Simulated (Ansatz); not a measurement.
SiGe$_{3}$:
```xyz
4
Lattice="3.9666 0.0000 0.0000 0.0000 3.9666 0.0000 0.0000 0.0000 5.5943" Properties=species:S:1:pos:R:3 pbc="T T T"
Si     0.0000     0.0000     0.0000
Ge     1.9833     0.0000     1.3655
Ge     1.9833     1.9833     2.7971
Ge     0.0000     1.9833     4.2288
```

Relaxed with plane-wave PAW PBEsol (Ansatz code). Indices refer to the conventional cell of P-4m2, a = b = 3.967 Å, c = 5.594 Å, α = β = γ = 90.00°.

### Question
Simulate the powder diffraction pattern (Cu Kα, λ = 1.54184 Å; lines above 1 %) up to 2θ = 90°.

### Answer
Simulated powder pattern, Cu Kα, λ = 1.54184 Å (kinematic, ideal powder, no thermal factors, no anomalous dispersion; the 30 strongest lines at most, above 1 %, up to 2θ = 90°):

| 2θ (°) | d (Å) | I/Imax (%) | hkl |
|---|---|---|---|
| 15.84 | 5.594 | 4.2 | (001) |
| 22.41 | 3.967 | 5.1 | (100) |
| 27.57 | 3.236 | 100 | (101) |
| 31.91 | 2.805 | 2.2 | (110) |
| 32.00 | 2.797 | 1.1 | (002) |
| 35.81 | 2.507 | 4.1 | (111) |
| 39.42 | 2.286 | 2.7 | (102) |
| 45.75 | 1.983 | 24 | (200) |
| 45.81 | 1.981 | 47 | (112) |
| 48.71 | 1.869 | 1.1 | (201) |
| 51.52 | 1.774 | 1.2 | (210) |
| 54.25 | 1.691 | 30 | (211) |
| 54.36 | 1.688 | 15 | (103) |
| 61.94 | 1.498 | 1.4 | (212) |
| 66.69 | 1.402 | 7.6 | (220) |
| 66.90 | 1.399 | 3.7 | (004) |
| 73.61 | 1.287 | 5.8 | (301) |
| 73.71 | 1.285 | 11 | (213) |
| 84.68 | 1.145 | 15 | (312) |
| 84.83 | 1.143 | 7.6 | (204) |

The start of the workflow was typed in or built on a structure type; neither database checked (COD, Materials Project) lists it. Its standing as an ambient phase is unchecked. Symmetry was held in the PBEsol relaxation; its stability against distortions is not shown here.

Potentials: the later of the program's two PAW sets.
